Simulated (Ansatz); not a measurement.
Ta:
```xyz
2
Lattice="0.0000 3.0010 3.0010 3.0010 0.0000 3.0010 3.0010 3.0010 0.0000" Properties=species:S:1:pos:R:3 pbc="T T T"
Ta     0.0000     0.0000     0.0000
Ta     1.5005     1.5005     1.5005
```

Relaxed with PBEsol. Special points in fractions of this cell's reciprocal vectors: Γ (0.000, 0.000, 0.000); X (0.500, 0.000, 0.500); U (0.625, 0.250, 0.625); K (0.375, 0.375, 0.750); L (0.500, 0.500, 0.500); W (0.500, 0.250, 0.750).

Task: List the band energies nearest the Fermi level at these points for the program Ansatz at the PBEsol level (PAW).

Result: In eV from the Fermi level; about four levels below and three above (degenerate sets whole), none deeper than 8.9 eV; points with the same levels are listed once.

```csv
k,below,above
Γ,-1.07 -1.07 -0.27 -0.27 -0.27,2.12 2.12 2.12
X,-0.94 -0.94 -0.25 -0.25,1.86 1.86 4.49 4.49
U,-1.75 -1.48 -0.72 -0.69,1.06 1.36 1.72
L,-0.93 -0.93 -0.36 -0.36 -0.02,3.35 3.35 5.02 5.02
W,-2.10 -2.10 -1.13 -1.13,0.67 0.67 0.96 0.96
```

Space group Fd-3m (diamond). The start of the workflow was typed in or built on a structure type; neither database checked (COD, Materials Project) lists it. It is not the phase usual at ambient conditions (space group No. 229). Symmetry was held in the PBEsol relaxation. At this level the phase is mechanically unstable. No spin polarisation was allowed. Spin–orbit coupling is left out wherever it is not named.

Potentials: the later of the program's two PAW sets.
